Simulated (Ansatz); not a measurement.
Given:

CaO:
```
CELL_PARAMETERS angstrom
      0.00000     2.38358     2.38358
      2.38358     0.00000     2.38358
      2.38358     2.38358     0.00000
ATOMIC_POSITIONS crystal
  Ca 0.00000 0.00000 0.00000
  O  0.50000 0.50000 0.50000
```

This is the PBEsol-relaxed structure.

Task: All from PBEsol in the plane-wave PAW code Ansatz, unless another level is named. Give the Debye temperature from the elastic constants.

Result: 667 K.

Task: Predict the elastic constants (relaxed ions, GPa).

Result: C11 = 228, C12 = 59.3, C44 = 77.4.

Space group Fm-3m (rock salt). Symmetry was held in the PBEsol relaxation.

Potentials: the later of the program's two PAW sets.
